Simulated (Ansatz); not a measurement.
Space group Fm-3m (No. 225). a = 4.795 Å, b = 4.795 Å, c = 4.795 Å, α = 90.00°, β = 90.00°, γ = 90.00°
| atom | site | symmetry | x | y | z |
| --- | --- | --- | --- | --- | --- |
| Ca | 4a | m-3m | 0.0000 | 0.0000 | 0.0000 |
| O | 4b | m-3m | 0.5000 | 0.0000 | 0.0000 |

Equation of state of this CaO structure (not necessarily the ground state), with shape and atoms relaxed at each volume where symmetry leaves them free. Computed with DFT r2SCAN, scalar-relativistic, plane waves, PAW in Ansatz 0.2.0.

Cutoff 500 eV; k points 8×8×8 on the computed 2-atom cell (Γ-centred); Gaussian smearing, width 0.02 eV; no spin polarisation.

| V (Å³/atom) | E − E(largest V) (meV/atom) | P (GPa) | gap on mesh (eV) |
| --- | --- | --- | --- |
| 12.126 | 48.36 | 19.72 | 4.12 |
| 12.540 | 5.68 | 13.53 | 4.15 |
| 12.953 | -22.27 | 8.27 | 4.17 |
| 13.367 | -37.68 | 3.80 | 4.19 |
| 13.780 | -42.45 | 0.00 | 4.20 |
| 14.193 | -38.15 | -3.25 | 4.20 |
| 14.607 | -26.12 | -6.01 | 4.20 |
| 15.158 | 0.00 | -9.07 | 4.20 |

Problem. Fit a third-order Birch–Murnaghan equation to E(V).

Solution. V0 = 13.78 Å³/atom, B0 = 117 GPa, B0' = 4.3.

Cost: 8 runs of about 0.71 core-minutes in all, on Intel Xeon Processor @ 2.50GHz (Skylake/Cascade Lake) (shared hosts).